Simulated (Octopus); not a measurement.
BiIn (P4/nmm, No. 129): band energies at special points

BiIn (P4/nmm, No. 129):
```
CELL_PARAMETERS angstrom
      4.91082     0.00000     0.00000
      0.00000     4.91082     0.00000
      0.00000     0.00000     5.22228
ATOMIC_POSITIONS crystal
  In 0.50000 0.50000 0.00000
  In 0.00000 0.00000 0.00000
  Bi 0.50000 0.00000 0.36001
  Bi 0.00000 0.50000 0.63999
```
The cell is a database entry, not relaxed again.

Method: LDA in Octopus 16.4; grid spacing about 0.25 Å, Γ-centred 6×6×6 k-mesh, Fermi-Dirac smearing of 0.1 eV, no spin polarisation; valence-only HGH without core correction for In Bi. Spin-orbit coupling is left out.

Energies in eV against the Fermi level; 16 electrons a cell outside the pseudopotentials' cores.

```json
[
 {"k-point (reduced)": "Γ (0.000, 0.000, 0.000)", "band 4": "-2.85", "band 5": "-2.85", "band 6": "-2.47", "band 7": "-1.46", "band 8": "?", "band 9": "1.06", "band 10": "1.06", "band 11": "3.07"},
 {"k-point (reduced)": "X (0.000, 0.500, 0.000)", "band 4": "-4.71", "band 5": "-2.04", "band 6": "-2.04", "band 7": "-1.29", "band 8": "-1.29", "band 9": "1.55", "band 10": "1.55", "band 11": "3.03"},
 {"k-point (reduced)": "M (0.500, 0.500, 0.000)", "band 4": "-5.93", "band 5": "-1.50", "band 6": "-1.50", "band 7": "-0.46", "band 8": "-0.46", "band 9": "0.58", "band 10": "0.58", "band 11": "0.98"},
 {"k-point (reduced)": "Z (0.000, 0.000, 0.500)", "band 4": "-2.17", "band 5": "-1.43", "band 6": "-1.43", "band 7": "-1.40", "band 8": "-1.40", "band 9": "?", "band 10": "1.57", "band 11": "2.32"},
 {"k-point (reduced)": "R (0.000, 0.500, 0.500)", "band 4": "-5.82", "band 5": "-0.78", "band 6": "-0.78", "band 7": "-0.69", "band 8": "-0.69", "band 9": "0.11", "band 10": "0.11", "band 11": "2.41"},
 {"k-point (reduced)": "A (0.500, 0.500, 0.500)", "band 4": "-5.08", "band 5": "-3.57", "band 6": "-3.57", "band 7": "-3.23", "band 8": "-3.23", "band 9": "4.40", "band 10": "4.40", "band 11": "5.15"}
]
```

Fill in the missing entries.


- Z (0.000, 0.000, 0.500), band 9: -0.97
- Γ (0.000, 0.000, 0.000), band 8: 0.77
